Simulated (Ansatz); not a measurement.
69Ga nuclear quadrupole resonance in NaCaGaS3O12

Cell: a Materials Project structure (computed, not necessarily an observed phase), atoms as given.

Space group R3c:H (No. 161); a = 8.8688, c = 22.8601 Å, γ = 120.00°.

| site | Wyckoff | site symmetry | x | y | z |
| --- | --- | --- | --- | --- | --- |
| Na | 6a | 3. | 0.0000 | 0.0000 | 0.5019 |
| Ca | 6a | 3. | 0.0000 | 0.0000 | 0.3543 |
| Ga | 6a | 3. | 0.0000 | 0.0000 | 0.6509 |
| S | 18b | 1 | 0.9517 | 0.3116 | 0.5835 |
| O13 | 18b | 1 | 0.2061 | 0.0010 | 0.3021 |
| O19 | 18b | 1 | 0.7788 | 0.9572 | 0.6957 |
| O25 | 18b | 1 | 0.9969 | 0.7934 | 0.4118 |
| O31 | 18b | 1 | 0.9610 | 0.1459 | 0.5878 |

One atom of each set is listed; the run and its k-mesh use a cell of 36 atoms with edges of 9.18, 9.18, 9.18 Å.

Computed with Ansatz: DFT, r2SCAN, plane waves and PAW, scalar-relativistic, 500 eV cutoff, Γ-centred 3×3×3 k-points, Fermi–Dirac smearing 0.02 eV.

69Ga: I = 3/2, Q = 171.0 mb (year-2017 value). Static lattice, zero field.

Problem. Predict the zero-field 69Ga lines of each site.

Solution. For I = 3/2 there is one line, ν = (|C_Q|/2)(1 + η²/3)^½.

| site | atoms | V_zz (10²¹ V/m²) | C_Q (MHz) | η | line frequencies (MHz) |
| --- | --- | --- | --- | --- | --- |
| Ga | 2 | -0.47 | -1.95 | 0.00 | 0.973 |

Problem. And for 71Ga (I = 3/2, Q = 107.0 mb) on Ga?

Solution. C_Q scales with Q to -1.22 MHz, with lines at 0.609 MHz.

An axis of threefold or higher order runs through Ga, so V_zz lies along it and η is zero.

The largest force is 0.6 eV/Å, so the atoms aren't at the calculated equilibrium and relaxing them would move these values.

Hardware: 1 thread of Arm Neoverse V2 (aarch64; 8 cores open to the job, memory cap 2.5 GiB, no GPU), a shared host with a load of 0.6 a core. Wall time 3.1 min, CPU time 3.1 min, peak memory 2.4 GiB.
